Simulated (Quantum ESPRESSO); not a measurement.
pw.x input (Quantum ESPRESSO 7.5; PBEsol, PseudoDojo standard norm-conserving files, scalar-relativistic):

```
&CONTROL
  calculation = 'scf'
  pseudo_dir = './pseudo'
  outdir = './out'
  tprnfor = .true.
  tstress = .true.
/
&SYSTEM
  ibrav = 0
  nat = 9
  ntyp = 4
  ecutwfc = 84.0
  ecutrho = 336.0
  occupations = 'smearing'
  smearing = 'fd'
  degauss = 0.002
  nbnd = 43
/
&ELECTRONS
  conv_thr = 9e-10
/
ATOMIC_SPECIES
O 15.9990 O.upf
F 18.9984 F.upf
Rb 85.4678 Rb.upf
W 183.8400 W.upf
CELL_PARAMETERS angstrom
  5.334840000000  -3.069765000000   0.000000000000
  5.334840000000   3.069765000000   0.000000000000
 -0.172253000000   0.000000000000   4.976750000000
ATOMIC_POSITIONS crystal
O   0.854980000000   0.854980000000   0.786840000000
O   0.145020000000   0.145020000000   0.213160000000
F   0.304000000000   0.842460000000   0.779010000000
F   0.696000000000   0.157540000000   0.220990000000
F   0.157540000000   0.696000000000   0.220990000000
F   0.842460000000   0.304000000000   0.779010000000
Rb   0.671030000000   0.671030000000   0.313910000000
Rb   0.328970000000   0.328970000000   0.686090000000
W   0.000000000000   0.000000000000   0.000000000000
K_POINTS automatic
6 6 6 0 0 0
```

End of the output:

```

[...]
     the Fermi energy is     4.6325 ev
!    total energy              =    -522.92126063 Ry
     estimated scf accuracy    <          1.6E-11 Ry
     smearing contrib. (-TS)   =       0.00000000 Ry
     internal energy E=F+TS    =    -522.92126063 Ry
     The total energy is F=E-TS. E is the sum of the following terms:
     one-electron contribution =    -272.70886287 Ry
     hartree contribution      =     166.93417138 Ry
     xc contribution           =    -120.37423477 Ry
     ewald contribution        =    -296.77233436 Ry
     convergence has been achieved in  13 iterations
     Forces acting on atoms (cartesian axes, Ry/au):
     atom    1 type  1   force =     0.04669777    0.00000000    0.03236206
     atom    2 type  1   force =    -0.04669777    0.00000000   -0.03236206
     atom    3 type  2   force =    -0.01831700    0.02743036    0.02152478
     atom    4 type  2   force =     0.01831700   -0.02743036   -0.02152478
     atom    5 type  2   force =     0.01831700    0.02743036   -0.02152478
     atom    6 type  2   force =    -0.01831700   -0.02743036    0.02152478
     atom    7 type  3   force =     0.00355412   -0.00000000   -0.00075584
     atom    8 type  3   force =    -0.00355412   -0.00000000    0.00075584
     atom    9 type  4   force =     0.00000000    0.00000000    0.00000000
     Total force =     0.112638     Total SCF correction =     0.000010
     Computing stress (Cartesian axis) and pressure
          total   stress  (Ry/bohr**3)                   (kbar)     P=      -57.44
  -0.00041607  -0.00000000  -0.00005958          -61.21       -0.00       -8.76
  -0.00000000  -0.00038932   0.00000000           -0.00      -57.27        0.00
  -0.00005958   0.00000000  -0.00036607           -8.76        0.00      -53.85
```
In a gapped system the printed Fermi energy is only some level inside the gap.

Spin-orbit coupling is not included.

Geometry of the Materials Project entry, not relaxed at this level.
